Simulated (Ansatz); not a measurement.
NiSe (NiAs type, P6_3/mmc) at seven volumes, plane-wave PAW PBEsol (Ansatz code), shape and atoms relaxed at each. One row is withheld.

| V (Å³/atom) | P (GPa) |
|---|---|
| 13.384 | 16.32 |
| 13.825 | ? |
| 14.267 | 4.52 |
| 14.708 | 0.01 |
| 15.149 | -3.78 |
| 15.590 | -6.97 |
| 16.032 | -9.65 |

Problem. Fit the shown pressures and predict the withheld one.

Solution. P = (3/2)B₀(x^(7/2) − x^(5/2))[1 + (3/4)(B′ − 4)(x − 1)] with x = (V₀/V)^(2/3). Least squares on the six rows gives V₀ = 14.709 Å³/atom, B₀ = 138 GPa, B′ = 4.80. At V = 13.825, x = 1.0422 and P = 9.93 GPa. The run itself gave 9.90 GPa.

The workflow started from an entry of the Crystallography Open Database (COD, 293 K). Its standing as an ambient phase is unchecked. The PBEsol relaxation kept the symmetry of its start; of distortions, only those at the zone centre were tested. The workflow began spin-polarised and lost its moments.

Potentials: the later of the program's two PAW sets.
